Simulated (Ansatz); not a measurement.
SiGe (CsCl type, Pm-3m) at seven volumes, the program Ansatz at the LDA level (PAW), scaled uniformly. One row is withheld.

```csv
V (Å³/atom),P (GPa)
14.636,?
15.119,6.34
15.601,2.92
16.084,0.00
16.566,-2.43
17.049,-4.37
17.531,-6.04
```

Q: Fit the shown pressures and predict the withheld one.

A: P = (3/2)B₀(x^(7/2) − x^(5/2))[1 + (3/4)(B′ − 4)(x − 1)] with x = (V₀/V)^(2/3). Least squares on the six rows gives V₀ = 16.084 Å³/atom, B₀ = 87.5 GPa, B′ = 5.15. At V = 14.636, x = 1.0649 and P = 10.53 GPa. The run itself gave 10.32 GPa.

The cell is a constructed one: a structure type filled with these elements; neither database checked (COD, Materials Project) lists it. Whether it is the stable phase at ambient conditions was not checked. The cell was relaxed with LDA under the symmetry of its start. At this level the phase is dynamically unstable (imaginary phonons).

Potentials: the later of the program's two PAW sets.
